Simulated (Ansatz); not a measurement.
Crystals of one structure type (Cu3Au type) and one family of elements, relaxed and computed with the program Ansatz at the r²SCAN level (PAW).

| crystal | V (Å³/atom) | B₀ by P(V) fit (GPa) |
|---|---|---|
| ScAl3 | 17.05 | 93.7 |
| YIn3 | 24.58 | 61.8 |
| LaTl3 | 28.75 | ? |
| La3Ga | 30.05 | 41.0 |
| La3Tl | 32.55 | 39.8 |
| La3In | 32.69 | 39.1 |

Problem. Fit a straight line to ln B₀ against ln V and predict the withheld value.

Solution. Least squares on the 5 shown rows: ln B₀ = -1.38 × ln V + (8.475), with a scatter of 4.5 %. For LaTl3 this gives 46.5. The run itself gave 50.2, a miss of 7.4 % of that.

Standing as an ambient phase not checked: YIn3, Cu3Au type; LaTl3, Cu3Au type; La3Ga, Cu3Au type; La3Tl, Cu3Au type; La3In, Cu3Au type. All cells were relaxed under the symmetry of their starts (and spin orders); stability against distortions was not tested throughout. Rows with no word on spin ran without spin polarisation. Spin–orbit coupling is left out wherever it is not named.

Potentials: the later of the program's two PAW sets.
